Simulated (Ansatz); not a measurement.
CdTe:
```xyz
6
Lattice="4.5230 0.0000 0.0000 -2.2615 3.9170 0.0000 0.0000 0.0000 10.2632" Properties=species:S:1:pos:R:3 pbc="T T T"
Cd     2.2633     0.0000     6.8421
Cd    -1.1317     1.9601     3.4211
Cd     1.1298     1.9569     0.0000
Te     2.2627     0.0000     1.7105
Te    -1.1313     1.9595     8.5526
Te     1.1302     1.9575     5.1316
```

Relaxed with PBEsol. Special points in fractions of this cell's reciprocal vectors: Γ (0.000, 0.000, 0.000); M (0.500, 0.000, 0.000); K (0.333, 0.333, 0.000); A (0.000, 0.000, 0.500); L (0.500, 0.000, 0.500); H (0.333, 0.333, 0.500).

Q: List the band energies nearest the valence-band maximum at these points for DFT-PBEsol in the program Ansatz with PAW potentials.

A: In eV from the valence-band maximum; about four levels below and three above (degenerate sets whole), none deeper than 8.9 eV; points with the same levels are listed once.

```tsv
k	below	above
Γ	-0.62 -0.62 -0.45 -0.07	0.10 2.41 2.41
M	-1.70 -1.50 -1.20 -1.13	1.50 1.70 2.48
K	-2.48 -2.48 -1.78 -1.22 -1.22	1.05 2.66 2.66
A	-0.67 -0.55 -0.55 0.00	1.76 1.76 2.44
L	-1.61 -1.60 -1.36 -1.08	1.20 2.17 2.84
H	-2.67 -2.67 -1.65 -0.75	2.58 2.58 2.66
```

Space group P6_222. The start of the workflow was typed in or built on a structure type; neither database checked (COD, Materials Project) lists it. It is not the phase usual at ambient conditions (space group No. 216). The PBEsol relaxation kept the symmetry of its start; of distortions, only those at the zone centre were tested. Point labels and valley counts follow the cell and symmetry of the run, lower than the named group. Scalar-relativistic: spin–orbit coupling is off unless named, which matters more the heavier the elements.

Potentials: the later of the program's two PAW sets.
